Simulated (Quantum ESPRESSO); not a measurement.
Hf2TaF3O5, one run as intended and one with a planted mistake

Computed values, not a measurement. The program is pw.x of Quantum ESPRESSO 7.5 (plane-wave density functional theory). The cell is made up: 11 atoms on a rutile lattice with one site empty, with randomly drawn elements, strain and displacements, not relaxed. PseudoDojo standard norm-conserving files (v0.5 for PBE, v0.4.1 for LDA and PBEsol) set the functional; there is no spin polarisation, spin-orbit coupling or dispersion term, and the masses in the input are unused placeholders.

The hafnium pseudopotential is less sure than the others, with forces about 3 percent (worst 6) and pressure in oxides about 1.5 GPa (worst 2.7) from a second method in checks, which no rerun with the same files tests.

Intended input:

```
&control calculation='scf', pseudo_dir='./dojo.nc.sr.pbe.v0_5.standard.upf', outdir='./o', disk_io='low', tprnfor=.true., tstress=.true. /
&system ibrav=0, nat=11, ntyp=4, nbnd=50, ecutwfc=84.00895049, nosym=.true., tot_charge=0,
 occupations='smearing', smearing='fd', degauss=0.0018374661
/
&electrons conv_thr=7.350e-09, electron_maxstep=60, /
ATOMIC_SPECIES
F 1.0 F.upf
Hf 1.0 Hf.upf
O 1.0 O.upf
Ta 1.0 Ta.upf
CELL_PARAMETERS angstrom
4.9201 0.0 0.0
0.0 4.9201 0.0
0.0 0.0 6.5062
ATOMIC_POSITIONS angstrom
Hf -0.0233 -0.0421 -0.0451
Ta 2.4721 2.5051 1.6346
Hf 2.4502 2.4459 4.9143
F 1.5027 1.5303 0.0315
F 3.3727 3.3761 -0.049
O 3.9754 0.957 1.5903
O 0.9587 3.9688 1.6284
O 1.5014 1.5049 3.1804
O 3.4435 3.4294 3.2759
O 3.9797 0.9697 4.8963
F 0.9183 3.9659 4.8634
K_POINTS automatic
5 5 4 1 1 1
```

The log is shortened where brackets say so; the opening notice, blank lines, dates and the lines on written files are dropped, and the path of the files is cut. It prints rydbergs, bohrs and kilobars, and counts compression as positive stress. Where no state is partly filled, the Fermi energy that it prints is only some level between the filled and the empty states on the mesh, and need not lie in the true gap.

Log of the intended run:

```
     Program PWSCF v.7.5
     Parallel version (MPI & OpenMP), running on       4 processor cores
     Number of MPI processes:                 4
     Threads/MPI process:                     1
     [start-up lines left out]
     bravais-lattice index     =            0
     lattice parameter (alat)  =       9.2976  a.u.
     unit-cell volume          =    1062.8497 (a.u.)^3
     number of atoms/cell      =           11
     number of atomic types    =            4
     number of electrons       =        88.00
     number of Kohn-Sham states=           50
     kinetic-energy cutoff     =      84.0090  Ry
     charge density cutoff     =     336.0358  Ry
     scf convergence threshold =      7.3E-09
     mixing beta               =       0.7000
     number of iterations used =            8  plain     mixing
     Exchange-correlation= PBE
                           (   1   4   3   4   0   0   0)
     [axes and pseudopotential details left out]
   Cartesian axes
     site n.     atom                  positions (alat units)
         1        Hf     tau(   1) = (  -0.0047357  -0.0085567  -0.0091665  )
         2        Ta     tau(   2) = (   0.5024491   0.5091563   0.3322290  )
         3        Hf     tau(   3) = (   0.4979980   0.4971240   0.9988212  )
         4        F      tau(   4) = (   0.3054206   0.3110303   0.0064023  )
         5        F      tau(   5) = (   0.6854942   0.6861852  -0.0099591  )
         6        O      tau(   6) = (   0.8079917   0.1945082   0.3232251  )
         7        O      tau(   7) = (   0.1948538   0.8066503   0.3309689  )
         8        O      tau(   8) = (   0.3051564   0.3058678   0.6464096  )
         9        O      tau(   9) = (   0.6998841   0.6970184   0.6658198  )
        10        O      tau(  10) = (   0.8088657   0.1970895   0.9951627  )
        11        F      tau(  11) = (   0.1866425   0.8060609   0.9884758  )
     number of k points=    50  Fermi-Dirac smearing, width (Ry)=  0.0018
                       cart. coord. in units 2pi/alat
        k(    1) = (   0.1000000   0.1000000   0.0945271), wk =   0.0400000
        k(    2) = (   0.1000000   0.1000000   0.2835814), wk =   0.0400000
     [further k points left out]
     Dense  grid:   110615 G-vectors     FFT dimensions: (  60,  60,  72)
     Estimated max dynamical RAM per process >     320.62 MB
     Estimated total dynamical RAM >       1.17 GB
     Initial potential from superposition of free atoms
     starting charge      87.9953, renormalised to      88.0000
     Starting wfcs are   62 randomized atomic wfcs
     total cpu time spent up to now is       16.2 secs
     per-process dynamical memory:   250.0 Mb
     Self-consistent Calculation
     iteration #  1     ecut=    84.01 Ry     beta= 0.70
     Davidson diagonalization with overlap
     ethr =  1.00E-02,  avg # of iterations =  2.0
     total cpu time spent up to now is       48.4 secs
     total energy              =    -666.96473901 Ry
     estimated scf accuracy    <       5.27569230 Ry
     iteration #  2     ecut=    84.01 Ry     beta= 0.70
     Davidson diagonalization with overlap
     ethr =  6.00E-03,  avg # of iterations =  6.7
     total cpu time spent up to now is       93.5 secs
     total energy              =    -660.43048326 Ry
     estimated scf accuracy    <      71.41042418 Ry
     [iterations 3 to 17 left out]
     iteration # 18     ecut=    84.01 Ry     beta= 0.70
     Davidson diagonalization with overlap
     ethr =  5.41E-11,  avg # of iterations =  4.9
     total cpu time spent up to now is      447.4 secs
     total energy              =    -669.96523009 Ry
     estimated scf accuracy    <          8.4E-09 Ry
     iteration # 19     ecut=    84.01 Ry     beta= 0.70
     Davidson diagonalization with overlap
     ethr =  9.54E-12,  avg # of iterations =  2.2
     total cpu time spent up to now is      464.4 secs
     End of self-consistent calculation
     [lines on levels left out]
     the Fermi energy is     7.4935 ev
!    total energy              =    -669.96523009 Ry
     estimated scf accuracy    <          3.2E-09 Ry
     smearing contrib. (-TS)   =      -0.00000000 Ry
     internal energy E=F+TS    =    -669.96523009 Ry
     The total energy is F=E-TS. E is the sum of the following terms:
     one-electron contribution =    -261.68827570 Ry
     hartree contribution      =     168.28525552 Ry
     xc contribution           =    -160.82364354 Ry
     ewald contribution        =    -415.73856638 Ry
     convergence has been achieved in  19 iterations
     Forces acting on atoms (cartesian axes, Ry/au):
     atom    1 type  2   force =    -0.05860356    0.10065765    0.11073468
     atom    2 type  4   force =    -0.00926718   -0.02807275    0.51164454
     atom    3 type  2   force =     0.07405750   -0.10006404   -0.42047778
     atom    4 type  1   force =    -0.02759136   -0.02556287   -0.00495502
     atom    5 type  1   force =     0.03714448    0.04490185    0.01549858
     atom    6 type  3   force =    -0.06783594    0.06212667   -0.13838731
     atom    7 type  3   force =     0.08125971   -0.08007503   -0.13962388
     atom    8 type  3   force =     0.10052073    0.10761838   -0.04196396
     atom    9 type  3   force =    -0.11014983   -0.09517371   -0.04400608
     atom   10 type  3   force =    -0.05120359    0.04196736    0.11398063
     atom   11 type  1   force =     0.03166905   -0.02832352    0.03755560
     Total force =     0.783035     Total SCF correction =     0.000127
     Computing stress (Cartesian axis) and pressure
          total   stress  (Ry/bohr**3)                   (kbar)     P=     -126.40
  -0.00064930   0.00076116  -0.00006774          -95.52      111.97       -9.97
   0.00076116  -0.00062890   0.00011293          111.97      -92.51       16.61
  -0.00006774   0.00011293  -0.00129951           -9.97       16.61     -191.16
     init_run     :     14.31s CPU     14.80s WALL (       1 calls)
     electrons    :    446.52s CPU    448.27s WALL (       1 calls)
     forces       :      3.10s CPU      3.13s WALL (       1 calls)
     stress       :     10.88s CPU     11.17s WALL (       1 calls)
     [timing details left out]
     PWSCF        :   7m56.29s CPU   7m58.97s WALL
     JOB DONE.
```

A second run has one planted mistake: the plane-wave cutoff is too low. The input lines that differ, file-writing options aside:

```
- &system ibrav=0, nat=11, ntyp=4, nbnd=50, ecutwfc=84.00895049, nosym=.true., tot_charge=0,
+ &system ibrav=0, nat=11, ntyp=4, nbnd=50, ecutwfc=62.91483956, nosym=.true., tot_charge=0,
```

Its log:

```
     Program PWSCF v.7.5
     Parallel version (MPI & OpenMP), running on       4 processor cores
     Number of MPI processes:                 4
     Threads/MPI process:                     1
     [start-up lines left out]
     bravais-lattice index     =            0
     lattice parameter (alat)  =       9.2976  a.u.
     unit-cell volume          =    1062.8497 (a.u.)^3
     number of atoms/cell      =           11
     number of atomic types    =            4
     number of electrons       =        88.00
     number of Kohn-Sham states=           50
     kinetic-energy cutoff     =      62.9148  Ry
     charge density cutoff     =     251.6594  Ry
     scf convergence threshold =      7.3E-09
     mixing beta               =       0.7000
     number of iterations used =            8  plain     mixing
     Exchange-correlation= PBE
                           (   1   4   3   4   0   0   0)
     [axes and pseudopotential details left out]
   Cartesian axes
     site n.     atom                  positions (alat units)
         1        Hf     tau(   1) = (  -0.0047357  -0.0085567  -0.0091665  )
         2        Ta     tau(   2) = (   0.5024491   0.5091563   0.3322290  )
         3        Hf     tau(   3) = (   0.4979980   0.4971240   0.9988212  )
         4        F      tau(   4) = (   0.3054206   0.3110303   0.0064023  )
         5        F      tau(   5) = (   0.6854942   0.6861852  -0.0099591  )
         6        O      tau(   6) = (   0.8079917   0.1945082   0.3232251  )
         7        O      tau(   7) = (   0.1948538   0.8066503   0.3309689  )
         8        O      tau(   8) = (   0.3051564   0.3058678   0.6464096  )
         9        O      tau(   9) = (   0.6998841   0.6970184   0.6658198  )
        10        O      tau(  10) = (   0.8088657   0.1970895   0.9951627  )
        11        F      tau(  11) = (   0.1866425   0.8060609   0.9884758  )
     number of k points=    50  Fermi-Dirac smearing, width (Ry)=  0.0018
                       cart. coord. in units 2pi/alat
        k(    1) = (   0.1000000   0.1000000   0.0945271), wk =   0.0400000
        k(    2) = (   0.1000000   0.1000000   0.2835814), wk =   0.0400000
     [further k points left out]
     Dense  grid:    71715 G-vectors     FFT dimensions: (  48,  48,  64)
     Estimated max dynamical RAM per process >     209.69 MB
     Estimated total dynamical RAM >     786.23 MB
     Check: negative core charge=   -0.000016
     Initial potential from superposition of free atoms
     starting charge      87.9953, renormalised to      88.0000
     Starting wfcs are   62 randomized atomic wfcs
     total cpu time spent up to now is        6.2 secs
     per-process dynamical memory:   163.3 Mb
     Self-consistent Calculation
     iteration #  1     ecut=    62.91 Ry     beta= 0.70
     Davidson diagonalization with overlap
     ethr =  1.00E-02,  avg # of iterations =  2.0
     total cpu time spent up to now is       18.0 secs
     total energy              =    -666.94383740 Ry
     estimated scf accuracy    <       5.23082025 Ry
     iteration #  2     ecut=    62.91 Ry     beta= 0.70
     Davidson diagonalization with overlap
     ethr =  5.94E-03,  avg # of iterations =  6.7
     total cpu time spent up to now is       37.4 secs
     total energy              =    -660.41794302 Ry
     estimated scf accuracy    <      71.11190431 Ry
     [iterations 3 to 17 left out]
     iteration # 18     ecut=    62.91 Ry     beta= 0.70
     Davidson diagonalization with overlap
     ethr =  3.64E-11,  avg # of iterations =  5.1
     total cpu time spent up to now is      262.3 secs
     total energy              =    -669.91676927 Ry
     estimated scf accuracy    <       0.00000001 Ry
     iteration # 19     ecut=    62.91 Ry     beta= 0.70
     Davidson diagonalization with overlap
     ethr =  1.25E-11,  avg # of iterations =  2.0
     total cpu time spent up to now is      274.1 secs
     End of self-consistent calculation
     [lines on levels left out]
     the Fermi energy is     7.4947 ev
!    total energy              =    -669.91676926 Ry
     estimated scf accuracy    <          4.0E-09 Ry
     smearing contrib. (-TS)   =      -0.00000000 Ry
     internal energy E=F+TS    =    -669.91676926 Ry
     The total energy is F=E-TS. E is the sum of the following terms:
     one-electron contribution =    -261.59320005 Ry
     hartree contribution      =     168.21469441 Ry
     xc contribution           =    -160.79969724 Ry
     ewald contribution        =    -415.73856638 Ry
     convergence has been achieved in  19 iterations
     Forces acting on atoms (cartesian axes, Ry/au):
     atom    1 type  2   force =    -0.05861595    0.10062127    0.11056007
     atom    2 type  4   force =    -0.00931384   -0.02804179    0.51170034
     atom    3 type  2   force =     0.07409715   -0.10005614   -0.42029556
     atom    4 type  1   force =    -0.02761910   -0.02551815   -0.00491481
     atom    5 type  1   force =     0.03705597    0.04472119    0.01533345
     atom    6 type  3   force =    -0.06773542    0.06207514   -0.13848368
     atom    7 type  3   force =     0.08127272   -0.08007517   -0.13964007
     atom    8 type  3   force =     0.10040657    0.10749714   -0.04207528
     atom    9 type  3   force =    -0.10991142   -0.09497256   -0.04394740
     atom   10 type  3   force =    -0.05117900    0.04194649    0.11411660
     atom   11 type  1   force =     0.03154233   -0.02819743    0.03764634
     Total force =     0.782863     Total SCF correction =     0.000137
     Computing stress (Cartesian axis) and pressure
          total   stress  (Ry/bohr**3)                   (kbar)     P=     -183.75
  -0.00103991   0.00076587  -0.00006805         -152.98      112.66      -10.01
   0.00076587  -0.00101962   0.00011404          112.66     -149.99       16.78
  -0.00006805   0.00011404  -0.00168770          -10.01       16.78     -248.27
     init_run     :      5.78s CPU      5.98s WALL (       1 calls)
     electrons    :    265.81s CPU    267.92s WALL (       1 calls)
     forces       :      2.46s CPU      2.50s WALL (       1 calls)
     stress       :      8.38s CPU      8.42s WALL (       1 calls)
     [timing details left out]
     PWSCF        :   4m42.73s CPU   4m45.24s WALL
     JOB DONE.
```

|  | intended run | run with the mistake |
| --- | --- | --- |
| free energy (eV) | -9115.341 | -9114.682 |
| smearing term -TS (eV) | 0.0000 | 0.0000 |
| pressure (GPa) | -12.64 | -18.37 |
| largest force component (eV/Å) | 13.155 | 13.156 |
| largest change of a force component (eV/Å) |  | 0.006 |
| iterations | 19 | 19 |

For scale, a rerun of the intended cell at a cutoff of 1437 eV and k mesh 7 x 7 x 6 moved values by no more than 0.004 eV in energy, 0.03 GPa in stress and 0.002 eV/Å in force.